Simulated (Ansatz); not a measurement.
Bi:
```cif
data_Bi4
_chemical_formula_sum 'Bi4'
_space_group_name_H-M_alt 'Fm-3m'
_space_group_IT_number 225
_space_group_name_Hall '-F 4 2 3'
_cell_length_a 5.00713
_cell_length_b 5.00713
_cell_length_c 5.00713
_cell_angle_alpha 90.000
_cell_angle_beta 90.000
_cell_angle_gamma 90.000
loop_
_atom_site_label
_atom_site_type_symbol
_atom_site_symmetry_multiplicity
_atom_site_Wyckoff_symbol
_atom_site_fract_x
_atom_site_fract_y
_atom_site_fract_z
_atom_site_occupancy
Bi1 Bi 4 a 0.00000 0.00000 0.00000 1
```
(The calculation used a cell of 1 atom; values per cell refer to that cell.)

Relaxed with r²SCAN.

Q: Tabulate the valence density and the electron localisation function along the shortest Bi–Bi contact (3.54 Å), DFT-r²SCAN in the program Ansatz with PAW potentials.

A: 

```
distance from Bi (Å)  density (e/Å³)   ELF
--------------------  --------------  ----
0.35                            6.29  0.09
0.53                            4.60  0.21
0.71                            2.63  0.38
0.89                            1.10  0.45
1.06                            0.54  0.42
1.24                            0.30  0.40
1.42                            0.19  0.36
1.59                            0.14  0.29
1.77                            0.13  0.25
1.95                            0.14  0.29
2.12                            0.19  0.36
2.30                            0.30  0.40
2.48                            0.54  0.42
2.66                            1.10  0.45
2.83                            2.63  0.38
3.01                            4.60  0.21
3.19                            6.29  0.09
```

The density is the valence pseudo-density with augmentation charge, so density and ELF within about 1 Å of a nucleus are not all-electron values.

The start of the workflow was typed in or built on a structure type; neither database checked (COD, Materials Project) lists it. It is not the phase usual at ambient conditions (space group No. 166). Symmetry was held in the r²SCAN relaxation. At this level the phase is mechanically unstable. Scalar-relativistic: spin–orbit coupling is off unless named, which matters more the heavier the elements.

Potentials: the later of the program's two PAW sets.
